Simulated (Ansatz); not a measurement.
RbZn4As3:
```cif
data_As3RbZn4
_chemical_formula_sum 'Rb1 Zn4 As3'
_space_group_name_H-M_alt 'P 1'
_space_group_IT_number 1
_cell_length_a 4.14846
_cell_length_b 4.14846
_cell_length_c 10.42152
_cell_angle_alpha 90.000
_cell_angle_beta 90.000
_cell_angle_gamma 90.000
loop_
_space_group_symop_operation_xyz
  'x, y, z'
loop_
_atom_site_label
_atom_site_type_symbol
_atom_site_fract_x
_atom_site_fract_y
_atom_site_fract_z
_atom_site_occupancy
Rb1 Rb 0.00000 0.00000 0.50000 1
Zn1 Zn 0.00000 0.50000 0.15737 1
Zn2 Zn 0.50000 0.00000 0.15737 1
Zn3 Zn 0.00000 0.50000 0.84263 1
Zn4 Zn 0.50000 0.00000 0.84263 1
As1 As 0.50000 0.50000 0.28912 1
As2 As 0.50000 0.50000 0.71088 1
As3 As 0.00000 0.00000 0.00000 1
```

Relaxed with r²SCAN. The program Ansatz at the r²SCAN level (PAW) gives a gap of 0.29 eV.

### Question
What gap does HSE06 give on the same cell (Ansatz, PAW)?

### Answer
0.71 eV, 0.42 eV more. The hybrid was solved on a coarser mesh and at special points; the gap given is the minimum over both.

```
k  v1 r²SCAN  c1 r²SCAN    v1 HSE06    c1 HSE06
-  ---------  ---------  ----------  ----------
Γ       0.00       0.29        0.00        0.71
Z      -0.03       0.31  (withheld)  (withheld)
M      -1.91       0.95  (withheld)  (withheld)
A      -2.38       1.24  (withheld)  (withheld)
R      -0.78       1.51  (withheld)  (withheld)
X      -0.68       1.14       -0.73        1.50
```

### Question
Top valence (v1) and lowest conduction level (c1) in eV from each method's valence maximum (which need not be a listed point): supply the withheld HSE06 values.

### Answer

- R, v1 HSE06: -0.83
- R, c1 HSE06: 1.90
- A, v1 HSE06: -2.48
- A, c1 HSE06: 1.50
- M, v1 HSE06: -1.97
- M, c1 HSE06: 1.19
- Z, v1 HSE06: -0.04
- Z, c1 HSE06: 0.73

Cost on shared cores: the r²SCAN run (SCF on a 7×7×3 mesh, then bands and DOS) around 5 core-minutes (rough), the HSE06 run (SCF on 4×4×2, then a few points) about 8 core-minutes (a rough figure); the tasks are unlike.

Space group P4/mmm. The workflow started from an entry of the Crystallography Open Database (COD, 200 K). Whether it is the stable phase at ambient conditions was not checked. The r²SCAN relaxation kept the symmetry of its start; its stability against distortions is not shown here. Scalar-relativistic: spin–orbit coupling is off unless named, which matters more the heavier the elements.

Potentials: the later of the program's two PAW sets.
